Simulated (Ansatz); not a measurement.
Rh: from a starting cell to a relaxed one

The start is a relaxed Rh cell, doubled along one cell vector, shaken by Gaussian noise of σ = 0.08 Å a coordinate. The cell and all atomic positions are relaxed at zero pressure with PBEsol (plane waves to 420 eV, PAW, scalar-relativistic; Ansatz, a quantum-chemistry and plane-wave program). The first steps use a coarse 10×5×10 k-mesh.

Input geometry:
```
Rh
1.0
    0.00000     2.71646     2.71646
    5.43292     0.00000     5.43292
    2.71646     2.71646     0.00000
Rh
4
Direct
  0.77756   0.37957   0.75878
  0.74730   0.86036   0.76245
  0.51622   0.24190   0.50261
  0.50782   0.76724   0.44155
```

```json
{
  "energy_released": "1.26 eV/atom",
  "volume_change": "-30.3 %, from 20.05 to 13.97 Å³/atom",
  "relative_to_the_parent": "It does not go back: it reaches C2/m (No. 12), 1.14 eV/atom below the parent",
  "Shortest distances (start → end)": "The closest pairs of elements (up to four, under 3.6 Å), start → end: Rh–Rh 2.13 → 2.55 Å",
  "band_gap_at_the_end": "zero (metallic)",
  "optimiser_moves": "32"
}
```

It ends as:

```cif
data_Rh8
_chemical_formula_sum 'Rh8'
_space_group_name_H-M_alt 'C2/m'
_space_group_IT_number 12
_space_group_name_Hall '-C 2y'
_cell_length_a 8.73937
_cell_length_b 2.66288
_cell_length_c 6.24233
_cell_angle_alpha 90.000
_cell_angle_beta 129.726
_cell_angle_gamma 90.000
loop_
_atom_site_label
_atom_site_type_symbol
_atom_site_symmetry_multiplicity
_atom_site_Wyckoff_symbol
_atom_site_fract_x
_atom_site_fract_y
_atom_site_fract_z
_atom_site_occupancy
Rh1 Rh 4 i 0.18761 0.50000 0.10914 1
Rh2 Rh 4 i 0.07344 0.00000 0.35989 1
```
(The calculation used a cell of 4 atoms; values per cell refer to that cell.)

Final values are on a 19×19×10 k-mesh of the relaxed cell. No spin polarisation in the result.

The relaxed structure here is a generated cell of Rh: the first start was made by placing the elements on the sites of a structure type, and the end was not matched to a known phase here, so it may be hypothetical. Known forms of Rh include space group No. 225.
